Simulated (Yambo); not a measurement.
Yambo run on Na3P (space group P6_3/mmc, No. 194). The wavefunctions are PBEsol (pw.x of Quantum ESPRESSO, ONCV potentials, without SOC) ones on a 3×3×2 mesh (32 occupied bands); a = b = 4.920 Å, c = 8.765 Å, α = β = 90.00°, γ = 120.00°.

Yambo input:

```
rim_cut
gw0
dyson
el_el_corr
HF_and_locXC
ppa
em1d
RandQpts= 1000000
RandGvec= 1 Ry
EXXRLvcs= 88 Ry
VXCRLvcs= 352 Ry
Chimod= "HARTREE"
% BndsRnXp
 7 | 265 |
%
NGsBlkXp= 7 Ry
% LongDrXp
 1.0 | 1.0 | 1.0 |
%
PPAPntXp= 27.2114 eV
% GbndRnge
 1 | 171 |
%
GTermKind= "none"
DysSolver= "n"
ExtendOut
% QPkrange
 1 | 1 | 32 | 33 |
%
```

k points by index: 1 = Γ.

Table of the .qp output:

```
#    K-point    Band    Eo [eV]    E [eV]    E-Eo [eV]    Vxc [eV]    Vnlxc [eV]    Sc|Eo [eV]    Sc|E [eV]    dSc/dw|Eo [eV]    Re(Z)    Im(Z)
#
    1    32    0.000000    -0.514597    -0.514597    -10.58311    -12.92390    1.643605    1.826197    -9.651683    0.738167    -0.002429
    1    33    0.443526    0.501869    0.058343    -7.784732    -4.723839    -2.985731    -3.002550    -7.820189    0.776761    -0.002200
```
(The two width columns are left out.) Convergence of these settings isn't established.

Geometry of the Materials Project entry, not relaxed at this level.
